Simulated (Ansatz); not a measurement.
CoPtO₂ in space group R-3m (No. 166; Pt on 3a, Co on 3b, O on 6c), the program Ansatz at the PBE level (PAW), all energies at zero smearing, with the estimated change up to a 700 eV cutoff added, with one set of potentials and settings (totals compare only within such a set). Cell of 4 atoms (1 Pt, 1 Co, 2 O): -18782.455 eV.

```tsv
element	reference phase	E (eV/atom)
Pt	Fm-3m, 1 atoms in the cell	-12523.0127
Co	P6_3/mmc, 2 atoms in the cell, spin-polarised	-5126.1559
O	C2/m, 4 atoms in the cell, spin-polarised	-565.0000
```

Formation energy per atom, worked out: (-18782.455 − 1×(-12523.0127) − 1×(-5126.1559) − 2×(-565.0000))/4 = -0.822 eV/atom (-79 kJ per mol of atoms), at 0 K, without zero-point energy or fitted corrections.

The cell was relaxed with PBE under the symmetry of its start. The workflow began spin-polarised and lost its moments. No Hubbard U is applied. The references are the lowest solids computed at this level, not always the standard phases (solids in place of the gases). Spin–orbit coupling is left out wherever it is not named.

Potentials: the later of the program's two PAW sets.
